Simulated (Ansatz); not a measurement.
The relaxed structure here is a generated cell of Si: the first start was made by placing the elements on the sites of a structure type, and the end was not matched to a known phase here, so it may be hypothetical. Known forms of Si include space group No. 227.

One starting cell of Si (a generated trial cell of Si in the AFLOW prototype A_tP12_96_ab (as in Si)) was relaxed twice with Ansatz (plane waves, PAW, scalar-relativistic): with r2SCAN at 500 eV and with PBE at 420 eV. The r2SCAN result:

```
Si
1.0
    5.67113     0.00000     0.00000
    0.00000     5.67113     0.00000
    0.00000     0.00000     6.84990
Si
12
Direct
  0.07900   0.07900   0.00000
  0.57900   0.42100   0.25000
  0.42100   0.57900   0.75000
  0.92100   0.92100   0.50000
  0.16471   0.37332   0.23622
  0.66471   0.12668   0.01378
  0.33529   0.87332   0.51378
  0.83529   0.62668   0.73622
  0.62668   0.83529   0.26378
  0.12668   0.66471   0.98622
  0.87332   0.33529   0.48622
  0.37332   0.16471   0.76378
```

```
quantity                          r2SCAN     PBE
--------------------------------  ------  ------
space group                       P4₃2₁2  P4₃2₁2
volume (Å³/atom)                   18.36       ?
a (Å)                              5.671       ?
c (Å)                              6.850       ?
gap (eV, no spin-orbit coupling)    1.48       ?
```

**Question.** What does PBE give for the same quantities?

**Answer.** 
- volume (Å³/atom), PBE: 18.35
- a (Å), PBE: 5.680
- c (Å), PBE: 6.827
- gap (eV, no spin-orbit coupling), PBE: 1.16

Both levels end in the same structure; PBE's volume is within 0.5 % of r2SCAN's; its gap is 0.32 eV smaller. Neither column is exact.

No spin polarisation in the result.

The run could not lose the symmetry of its start: the end is stationary, and may be a saddle point rather than a minimum.

Ansatz is a first-principles code.
